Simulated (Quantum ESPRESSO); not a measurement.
Band energies of YOF

```xyz
6
Lattice="3.8323 0.0000 0.0000 0.0000 3.8323 0.0000 0.0000 0.0000 5.4467" Properties=species:S:1:pos:R:3 pbc="T T T"
O      0.0000     0.0000     2.7233
O      1.9161     1.9161     2.7233
F      1.9161     1.9161     0.0000
F      0.0000     0.0000     0.0000
Y      1.9161     0.0000     3.8752
Y      0.0000     1.9161     1.5715
```

norm-conserving LDA (Quantum ESPRESSO, 84 Ry, scalar-relativistic); path ΓXMΓZRAZ,XR,MA; energies in eV from the valence-band maximum.

```
k (1/Å)  point  band 20  band 21  band 22  band 23  band 24  band 25  band 26  band 27
-------  -----  -------  -------  -------  -------  -------  -------  -------  -------
0.00         Γ    -2.41    -1.55    -0.99    -0.25    -0.25     4.82     5.53     5.64
0.61              -2.10    -1.35    -1.32    -0.97    -0.55     5.40     5.64     6.33
0.82         X    -1.79    -1.70    -1.70    -0.70    -0.70     5.42     5.42     6.56
1.23              -2.36    -1.04    -1.04    -0.47    -0.47     5.32     5.32     6.97
1.64         M    -2.57    -0.60    -0.60    -0.32    -0.32     5.03     5.03     6.63
1.83              -2.48    -0.73    -0.68    -0.55    -0.20     5.09     5.14     6.66
2.61              -2.32    -1.48    -1.00    -0.53    -0.21     5.10     5.56     5.75
2.80         Γ    -2.41    -1.55    -0.99    -0.25    -0.25     4.82     5.53     5.64
3.18              -2.26    -2.26    -1.71    -0.16    -0.16     5.42     5.74     5.83
3.38         Z    -2.22    -2.22    -2.01    -0.13    -0.13     5.54     5.91     6.04
3.70              -2.25    -2.15    -1.92    -0.52    -0.29     5.80     6.14     6.35
4.20         R    -1.92    -1.58    -1.58    -1.02    -1.02     6.27     6.27     6.44
4.36              -2.02    -1.60    -1.60    -0.87    -0.87     5.99     5.99     6.49
4.85              -2.81    -0.91    -0.91    -0.36    -0.36     5.42     5.42     6.86
5.02         A    -2.80    -0.78    -0.78    -0.35    -0.35     5.45     5.45     6.72
5.31              -2.55    -1.14    -1.08    -0.71    -0.13     5.20     5.64     6.70
5.88              -2.40    -2.02    -1.92    -0.64    -0.07     5.75     6.08     6.26
6.17         Z    -2.22    -2.22    -2.01    -0.13    -0.13     5.54     5.91     6.04
6.17         X    -1.79    -1.70    -1.70    -0.70    -0.70     5.42     5.42     6.56
6.75         R    -1.92    -1.58    -1.58    -1.02    -1.02     6.27     6.27     6.44
6.75         M    -2.57    -0.60    -0.60    -0.32    -0.32     5.03     5.03     6.63
7.33         A    -2.80    -0.78    -0.78    -0.35    -0.35     5.45     5.45     6.72
```

The LDA gap is indirect, 4.82 eV, from 50 % of the way from A to Z to Γ; the smallest direct gap is 5.07 eV.

Geometry of the Materials Project entry, not relaxed at this level.

The structure is a Materials Project entry; no match was found in the copy of COD used, and its stability was not checked.
